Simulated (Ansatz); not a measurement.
Phonons of Ta (Im-3m)

```xyz
1
Lattice="-1.6266 1.6266 1.6266 1.6266 -1.6266 1.6266 1.6266 1.6266 -1.6266" Properties=species:S:1:pos:R:3 pbc="T T T"
Ta    0.0000    0.0000    0.0000
```

Level of theory, where no other is named: LDA, PAW on Ansatz 0.2.0's default frozen-core files (fitted under PBE), scalar-relativistic. k mesh 24×24×24, Fermi-Dirac smearing of 0.050 eV, cutoff 420 eV. The cell was relaxed by PAW under this functional, which moved its volume by -4 % from the database entry's.

Atoms are displaced by 0.0025 Å in the smallest supercells that hold the wave vectors of a 4×4×4 mesh. Negative values stand for unstable modes.

**Question.** What are the phonon energies at the solved wave vectors, in meV?

**Answer.** 

| q | point | modes (meV) |
| --- | --- | --- |
| 0.250 0.000 0.000 | – | 8.08, 9.56, 14.69 |
| 0.500 0.000 0.000 | N | 12.05, 18.24, 18.63 |
| 0.250 0.250 0.000 | – | 12.09, 13.29, 19.73 |
| 0.250 0.250 0.250 | P | 16.65 (×3) |
| -0.250 0.250 0.250 | – | 13.01 (×2), 18.57 |
| 0.500 0.500 0.250 | – | 13.67, 18.83, 19.62 |
| 0.500 0.500 0.500 | H | 21.23 (×3) |

**Question.** Is the structure dynamically stable at these wave vectors?

**Answer.** Yes, no mode is unstable there; wave vectors off this mesh aren't tested.

**Question.** The cell is scaled evenly to 16.872 and 17.560 Å³ (from 17.216), with free atoms relaxed and the shape held. What are the mode Grüneisen parameters γ = −d ln ω/d ln V?

**Answer.** For the highest mode, 177.7 cm⁻¹ in the small cell and 164.9 in the large one give γ ≈ 1.87. From the change of the dynamical matrix on each mode:

| point | cm⁻¹ | γ |
| --- | --- | --- |
| 0.25/0/0 | 65.2 | 1.75 |
| 0.25/0/0 | 77.1 | 1.20 |
| 0.25/0/0 | 118.5 | 2.33 |
| N | 97.2 | 1.26 |
| N | 147.1 | 0.86 |
| N | 150.2 | 3.11 |
| 0.25/0.25/0 | 97.5 | 1.23 |
| 0.25/0.25/0 | 107.2 | 2.11 |
| 0.25/0.25/0 | 159.2 | 2.50 |
| P | 134.3 | 2.10 |
| -0.25/0.25/0.25 | 104.9 | 1.34 |
| -0.25/0.25/0.25 | 149.8 | 1.97 |
| 0.5/0.5/0.25 | 110.3 | 1.39 |
| 0.5/0.5/0.25 | 151.9 | 2.64 |
| 0.5/0.5/0.25 | 158.2 | 1.49 |
| H | 171.2 | 1.87 |

Weighted by the modes' heat capacities at 300 K, the mean on this mesh is 1.83; it moves with the q mesh, and a coarse one overweights the zone boundary.

Known limits: frozen-core PAW files fitted under PBE, their cores solved anew for the functional of the run; responses of metals move with mesh and smearing; no spin-orbit coupling on heavy atoms.
